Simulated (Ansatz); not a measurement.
AgCl:
```yaml
crystal:
  lattice:
    - [0.00000, 2.77243, 2.77243]
    - [2.77243, 0.00000, 2.77243]
    - [2.77243, 2.77243, 0.00000]
  atoms:
    - { symbol: Ag, position: [0.50000, 0.50000, 0.50000] }
    - { symbol: Cl, position: [0.00000, 0.00000, 0.00000] }
```

The program Ansatz at the r²SCAN level (PAW) gives a gap of 1.48 eV without spin–orbit coupling, maximum at L, minimum at Γ.

Q: What happens when spin–orbit coupling is switched on?

A: The gap drops by 0.05 eV, to 1.43 eV; maximum at L, minimum at Γ.

Q: Give the electron effective mass with spin–orbit coupling.

A: 0.29 mₑ (isotropic).

Q: Give the hole effective mass with spin–orbit coupling.

A: 0.66, 0.66, 1.0 mₑ (principal values).

Space group Fm-3m (rock salt). The r²SCAN relaxation kept the symmetry of its start; phonons on a q-mesh show no instability. No spin polarisation was allowed.

Potentials: the later of the program's two PAW sets.
